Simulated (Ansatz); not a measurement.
```yaml
crystal:
  lattice:
    - [3.6033823276, 0.0, 0.0]
    - [-1.8016911638, 3.1206206352, 0.0]
    - [0.0, 0.0, 5.8130035662]
  atoms:
    - { symbol: Re, position: [0.0, 0.0, 0.0] }
    - { symbol: Sb, position: [0.3333333333, 0.6666666667, 0.252] }
    - { symbol: Sb, position: [0.6666666667, 0.3333333333, 0.748] }
basis:
  ecutwfc: 420
  ecutrho_ratio: 4
kpoints:
  mp_grid: { grid: [10, 10, 6] }
hamiltonian:
  xc: pbesol
scf:
  occupations: { method: gaussian, width: 0.05 }
output:
  forces: true
  stress: true
  eigenvalues: true
relax:
  f_tol: 0.01
  max_steps: 60
  cell: { stress_tol: 0.15 }
```

What does this Ansatz input ask for?

It asks for a full relaxation of cell and atoms of ReSb2 with PBEsol (scalar-relativistic), a cutoff of 420 eV (density cutoff 4 times that), a Γ-centred 10×10×6 mesh and Gaussian smearing of 0.05 eV, without spin polarisation. Stop at forces under 0.01 eV/Å and stress under 0.15 GPa, or after 60 steps. Forces, stress and eigenvalues are wanted.

How large is the problem?

45 valence electrons, 1281 plane waves at Γ (in the final cell), 12 symmetry operations and 72 irreducible k-points; it took 63 SCF iterations in all.

It took about 2.1 core-minutes on a shared host.

This is a trial structure made by placing the elements on a prototype's sites, so it needn't be the stable form.
